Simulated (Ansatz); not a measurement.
## A vibration from a frozen displacement in ZnAg

Computed with DFT r2SCAN, scalar-relativistic, plane waves, PAW (Ansatz 0.2.0). Cutoff 500 eV, Γ-centred 16×16×16 k-points, Gaussian smearing of 0.15 eV. No spin polarisation. Energies are free energies at this smearing, counted from the undisturbed cell; pressure is positive in compression.

The undisturbed cell (as given, not relaxed at this level; it stands at -1.5 GPa, and it needn't be the usual structure):

```
CELL_PARAMETERS angstrom
3.15600 0.00000 0.00000
0.00000 3.15600 0.00000
0.00000 0.00000 3.15600
ATOMIC_POSITIONS crystal
Zn 0.50000 0.50000 0.50000
Ag 0.00000 0.00000 0.00000
```

Every Ag atom is moved by x along the Cartesian unit vector (0.000, 0.000, 1.000); the cell and all other atoms stay fixed. The cell's volume is 31.43 Å³; the moved atoms weigh 107.868 u together and the others 65.380 u. Some rows repeat others by symmetry and weren't run.

| x (Å) | ΔE (meV/cell) | total force on the moved atoms along the move (eV/Å) | pressure (GPa) |
| --- | --- | --- | --- |
| -0.5000 | 407.69 | 1.5832 | 8.1967 |
| -0.4375 | 314.16 | 1.4076 | 6.0154 |
| -0.3750 | 231.97 | 1.2212 | 4.0783 |
| -0.3125 | 161.68 | 1.0268 | 2.4042 |
| -0.2500 | 103.74 | 0.8264 | 1.0102 |
| -0.1875 | 58.46 | 0.6222 | -0.0898 |
| -0.1250 | 26.01 | 0.4159 | -0.8848 |
| -0.0625 | 6.51 | 0.2084 | -1.3660 |
| 0.0000 | 0.00 | 0.0000 | -1.5272 |
| 0.0625 | 6.51 | -0.2084 | -1.3660 |
| 0.1250 | 26.01 | -0.4159 | -0.8848 |
| 0.1875 | 58.46 | -0.6222 | -0.0898 |
| 0.2500 | 103.74 | -0.8264 | 1.0102 |
| 0.3125 | 161.68 | -1.0268 | 2.4042 |
| 0.3750 | 231.97 | -1.2212 | 4.0783 |
| 0.4375 | 314.16 | -1.4076 | 6.0154 |
| 0.5000 | 407.69 | -1.5832 | 8.1967 |

Task: What frequency belongs to this motion?

Result: The force constant is k = −dF/dx = 3.334 eV/Å², from the parabola through x = -0.0625, 0 and 0.0625. In every cell the moved atoms swing against the rest, so the mass is μ = m₁m₂/(m₁ + m₂) = 40.707 u, and ν̃ = 521.5 cm⁻¹ × √(|k|/μ) = 149 cm⁻¹, at this cell's pressure of -1.5 GPa. To first order in x, and within 1 %, the force on every atom lies along the move and, within each of the two groups, in proportion to the atom's mass, so this is itself a mode at the zone centre of this cell.

Task: How far does the harmonic law reach?

Result: At x = -0.500 Å, kx²/2 = 416.80 meV against the computed 407.69 meV (-2.2 %): the well is still close to harmonic there.

Task: The pressure changes with x². What does that say about the frequency under compression?

Result: With E = k(V)x²/2, k ∝ V^(−2γ) and x scaling with the cell as V^(1/3), P − P0 = −∂E/∂V = (2γ − 2/3) ΔE/V. At x = 0.1250 Å, V(P − P0) = 31.43 × 0.64244 / 160.2 eV = 126.05 meV and ΔE = 26.01 meV, so γ = 1/3 + V(P − P0)/(2ΔE) = 2.76. This is the Grüneisen parameter of the motion under uniform scaling of the cell: shrinking the cell evenly by 1 % in volume raises the frequency by about 2.76 %.

In a metal these slopes depend on the k mesh and the smearing.